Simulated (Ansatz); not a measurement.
The relaxed structure here is a generated cell of CoPdO2: the first start was made by placing the elements on the sites of a structure type, and the end was not matched to a known phase here, so it may be hypothetical.

One starting cell of CoPdO2 (a generated cell, CoPdO2 placed in the AFLOW prototype A2BC_oC8_38_e_a_b (as in CeNiC2)) was relaxed twice with Ansatz (plane waves, PAW, scalar-relativistic): with PBEsol at 420 eV and with PBE at 420 eV. The PBEsol result:

```cif
data_CoO2Pd
_chemical_formula_sum 'O2 Co1 Pd1'
_space_group_name_H-M_alt 'P 1'
_space_group_IT_number 1
_cell_length_a 2.76099
_cell_length_b 4.29268
_cell_length_c 4.29268
_cell_angle_alpha 77.590
_cell_angle_beta 90.000
_cell_angle_gamma 90.000
loop_
_space_group_symop_operation_xyz
  'x, y, z'
loop_
_atom_site_label
_atom_site_type_symbol
_atom_site_fract_x
_atom_site_fract_y
_atom_site_fract_z
_atom_site_occupancy
O1 O 0.50000 0.64496 0.08453 1
O2 O 0.50000 0.08453 0.64496 1
Co1 Co 0.00000 0.90048 0.90048 1
Pd1 Pd 0.50000 0.56723 0.56723 1
```

```tsv
quantity	PBEsol	PBE
space group	Amm2	Amm2
volume (Å³/atom)	12.42	[?]
a (Å)	2.761	[?]
b (Å)	5.379	[?]
c (Å)	6.691	[?]
gap (eV, no spin-orbit coupling)	0.00	[?]
spin order	ferromagnetic	[?]
net moment (μB/atom)	0.26	[?]
```

Task: Fill in the PBE column.

Result: 
- volume (Å³/atom), PBE: 13.19
- a (Å), PBE: 2.793
- b (Å), PBE: 5.502
- c (Å), PBE: 6.867
- gap (eV, no spin-orbit coupling), PBE: 0.00
- spin order, PBE: ferromagnetic
- net moment (μB/atom), PBE: 0.28

Both levels end in the same structure; PBE's volume is 6.2 % larger. Neither column is exact.

Spin states reached: ferromagnetic; spin orders were not searched systematically. The d or f electrons are treated with no Hubbard U. A magnetic insulating state can be missed without it.

The run could not lower the symmetry of its start; a shaken copy of this end point relaxes with PBEsol to Amm2 (No. 38), 0.08 eV/atom lower.

Ansatz is a program for electronic structure.
